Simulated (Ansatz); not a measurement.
**Ti: from a starting cell to a relaxed one**

The start is a generated cell, Ti built in the bcc structure type. A full variable-cell relaxation at zero pressure is run with r2SCAN (plane waves to 500 eV, PAW, scalar-relativistic; Ansatz, an electronic-structure program). The first steps use a coarse 14×14×14 k-mesh.

Initial structure:
```
Ti
1.0
   -1.64028     1.64028     1.64028
    1.64028    -1.64028     1.64028
    1.64028     1.64028    -1.64028
Ti
1
Cartesian
  0.00000   0.00000   0.00000
```

Question: How much energy is released per atom?

Answer: Under 0.01 eV/atom.

Question: How does the volume per atom move from start to end?

Answer: -2.5 %, from 17.65 to 17.21 Å³/atom.

Question: Is the relaxed structure metallic? Give its gap.

Answer: No gap (metallic).

Question: Give the final cell and atomic positions.

Answer: 
```cif
data_Ti2
_chemical_formula_sum 'Ti2'
_space_group_name_H-M_alt 'Im-3m'
_space_group_IT_number 229
_space_group_name_Hall '-I 4 2 3'
_cell_length_a 3.25310
_cell_length_b 3.25310
_cell_length_c 3.25310
_cell_angle_alpha 90.000
_cell_angle_beta 90.000
_cell_angle_gamma 90.000
loop_
_atom_site_label
_atom_site_type_symbol
_atom_site_symmetry_multiplicity
_atom_site_Wyckoff_symbol
_atom_site_fract_x
_atom_site_fract_y
_atom_site_fract_z
_atom_site_occupancy
Ti1 Ti 2 a 0.00000 0.00000 0.00000 1
```
(The calculation used a cell of 1 atom; values per cell refer to that cell.)

The space group stays Im-3m (No. 229) (the run could not lower it); the end is bcc (W type), with 1 atom in the primitive cell. Final values are on a 20×20×20 k-mesh of the relaxed cell. No spin polarisation in the result.

The run could not lower the symmetry of its start; a shaken copy of this end point relaxes with r2SCAN to P6₃/mmc (No. 194), 0.14 eV/atom lower.
